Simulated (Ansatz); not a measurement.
Consider the following.

RuW:
```yaml
crystal:
  lattice:
    - [0.00000, 2.56532, 2.56532]
    - [2.56532, 0.00000, 2.56532]
    - [2.56532, 2.56532, 0.00000]
  atoms:
    - { symbol: Ru, position: [0.00000, 0.00000, 0.00000] }
    - { symbol: W, position: [0.50000, 0.50000, 0.50000] }
```

This is the PBE-relaxed structure.

All from DFT-PBE in the program Ansatz with PAW potentials, unless another level is named. Estimate the density of states at the Fermi level.

0.75 states/eV per atom (mean over ±0.08 eV).

Predict the formation energy from the elements (no fitted shifts).

0.97 eV/atom.

Space group Fm-3m (rock salt). The start of the workflow was typed in or built on a structure type; neither database checked (COD, Materials Project) lists it. Its standing as an ambient phase is unchecked. The PBE relaxation kept the symmetry of its start; its stability against distortions is not shown here. No spin polarisation was allowed. The volume moved by 15 % from the start of the relaxation. Its formation energy is positive at this level, so the cell may be metastable or incomplete. The references are the lowest solids computed at this level, not always the standard phases. Scalar-relativistic: spin–orbit coupling is off unless named, which matters more the heavier the elements.

Potentials: the earlier of the program's two PAW sets.
